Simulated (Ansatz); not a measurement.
**Kick test of a cell of Zr5TiC6**

The cell was found from a structure generator's guess, not taken from experiment.

Method: DFT PBE, scalar-relativistic, plane waves, PAW in Ansatz. Cutoff 420 eV; k points 12×12×4 on the computed 12-atom cell (Γ-centred); Gaussian smearing, width 0.10 eV; no spin polarisation.

The cell below (12 atoms, space group P4/mmm (No. 123)) is relaxed within its symmetry.

```
CELL_PARAMETERS angstrom
3.29785 0.00000 0.00000
0.00000 3.29785 0.00000
0.00000 0.00000 13.93637
ATOMIC_POSITIONS crystal
Zr 0.00000 0.00000 0.16969
Zr 0.50000 0.50000 0.33940
Zr 0.50000 0.50000 0.66060
Zr 0.00000 0.00000 0.83030
Zr 0.50000 0.50000 0.00000
Ti 0.00000 0.00000 0.50000
C 0.00000 0.00000 0.00000
C 0.50000 0.50000 0.16918
C 0.00000 0.00000 0.34130
C 0.50000 0.50000 0.50000
C 0.00000 0.00000 0.65870
C 0.50000 0.50000 0.83082
```

For the test it was strained at random (σ = 1.5 % a component), the atoms were moved at random (σ = 0.05 Å), and all was relaxed again on a coarse 6×6×2 mesh (in the run’s order of axes) with 0.20 eV smearing, with no symmetry imposed.

Task: What happens?

Result: It returns, within 1 meV/atom of the unmoved cell on that mesh and with the same symmetry when read at 0.1 Å. No instability shows in this cell; modes of other wave vectors, which need another repeat, aren't tested.
